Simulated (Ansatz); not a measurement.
Ta$_{2}$O$_{5}$:
```xyz
14
Lattice="6.2097 0.0000 0.0000 0.0000 7.3252 0.0000 0.0000 0.0000 3.7884" Properties=species:S:1:pos:R:3 pbc="T T T"
Ta     1.3938     4.5349     0.0000
Ta     4.4987     6.4530     0.0000
Ta     4.8159     2.7904     0.0000
Ta     1.7110     0.8723     0.0000
O      1.2331     4.8083     1.8942
O      4.3380     6.1795     1.8942
O      4.9766     2.5169     1.8942
O      1.8718     1.1457     1.8942
O      3.1049     3.6626     0.0000
O      0.0000     0.0000     0.0000
O      2.4193     6.2985     0.0000
O      5.5241     4.6893     0.0000
O      3.7904     1.0267     0.0000
O      0.6856     2.6359     0.0000
```

Plane-wave PAW r²SCAN (Ansatz code) gives a gap of 2.70 eV without spin–orbit coupling, maximum at Z, minimum at Z.

**Question.** What happens when spin–orbit coupling is switched on?

**Answer.** The gap falls by 0.04 eV, to 2.66 eV; maximum at Z, minimum at Z.

**Question.** Give the hole effective mass with spin–orbit coupling.

**Answer.** 1.0, 2.4, 2.8 mₑ (principal values).

Space group Pbam. The start of the workflow was typed in or built on a structure type; the Crystallography Open Database copy checked does not list it. COD files the formula under space group No. 49, so this cell is another polymorph or a model. Its standing as an ambient phase is unchecked. The r²SCAN relaxation kept the symmetry of its start; whether a distortion lowers the energy is not shown. No spin polarisation was allowed.

Potentials: the earlier of the program's two PAW sets.
